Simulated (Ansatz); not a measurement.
## Relaxing a structure of TaRu

The start is a relaxed TaRu cell, doubled along one cell vector, shaken by Gaussian noise of σ = 0.08 Å a coordinate. The structure is fully relaxed (lattice and positions, P = 0) with PBEsol (plane waves to 420 eV, PAW, scalar-relativistic; Ansatz, a program for electronic structure). The first steps use a coarse 10×7×13 k-mesh.

Initial structure:
```yaml
crystal:
  lattice:
    - [-1.48803, 2.22299, 2.49153]
    - [2.97606, -4.44597, 4.98306]
    - [1.48803, 2.22299, -2.49153]
  atoms:
    - { symbol: Ru, position: [0.50029, 0.97758, 0.46290] }
    - { symbol: Ru, position: [0.54261, 0.53039, 0.54493] }
    - { symbol: Ta, position: [0.02109, 0.27679, 0.53968] }
    - { symbol: Ta, position: [0.01948, 0.76314, 0.50290] }
```

Question: How large is the pressure on the unrelaxed cell, and of which sign?

Answer: +2.9 GPa (positive: the cell is compressed).

Question: By how much does the energy per atom fall from start to end?

Answer: 0.61 eV/atom.

Question: How does the volume per atom move from start to end?

Answer: -6.0 %, from 16.48 to 15.49 Å³/atom.

Question: How do the shortest distances between atoms change?

Answer: The closest pairs of elements (up to four, under 3.6 Å), start → end: Ru–Ta 2.37 → 2.73 Å; Ru–Ru 2.76 → 3.02 Å; Ta–Ta 2.88 → 3.02 Å.

Question: What band gap does the relaxed structure have at this level?

Answer: Zero (metallic).

Question: Write out the relaxed structure.

Answer: 
Space group P4/mmm (No. 123); a = b = 3.025 Å, c = 3.386 Å, α = β = γ = 90.00°

```json
[
 {"atom": "Ru", "site": "1a", "symmetry": "4/mmm", "x": "0.0000", "y": "0.0000", "z": "0.0000"},
 {"atom": "Ta", "site": "1d", "symmetry": "4/mmm", "x": "0.5000", "y": "0.5000", "z": "0.5000"}
]
```

Final values are on a 15×15×14 k-mesh of the relaxed cell. No spin polarisation in the result.

Of the parent cell (Immm (No. 71)): it is a generated cell of TaRu: the first start was made by a random draw of sites in a space group, and the end was not matched to a known phase here, so it may be hypothetical.

The first start was generated by a random draw of sites in a space group. A measured structure of TaRu has the same space group, P4/mmm (No. 123); the sites were not compared with it.
